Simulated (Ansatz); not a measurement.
# Relaxing bismuth (bcc)

All numbers below come from Ansatz 0.2.0, DFT, LDA (PW92), plane waves (420 eV) with PAW, scalar-relativistic. The PAW files were generated under PBE, with cores re-solved for the functional.

k-point mesh 11×11×11, Fermi-Dirac smearing 0.1 eV, no spin polarisation. Cell and atoms relax.

Starting structure:

```yaml
crystal:
  lattice:
    - [-1.9968533131, 1.9968533131, 1.9968533131]
    - [1.9968533131, -1.9968533131, 1.9968533131]
    - [1.9968533131, 1.9968533131, -1.9968533131]
  atoms:
    - { symbol: Bi, position: [0.0, 0.0, 0.0] }
hamiltonian:
  xc: lda
  pseudopotentials:
    kind: paw
    azcp:
      Bi: "pseudopotentials/Bi.paw.azcp"
basis:
  ecutwfc: 420
  fft_grid_basis: typed
kpoints:
  mp_grid: { grid: [11, 11, 11], shift: [0, 0, 0] }
magnetization:
  spin_polarized: false
scf:
  occupations: { method: fermi_dirac, width: 0.1 }
relax:
  max_steps: 60
  f_tol: 0.01
  cell: {}
```

What cell does the relaxation end in?

Im-3m with a = 3.889 Å; 29.40 Å³ per atom against 31.85 at the start (-7.7 %).

How much energy does the relaxation gain?

34.9 meV per atom.
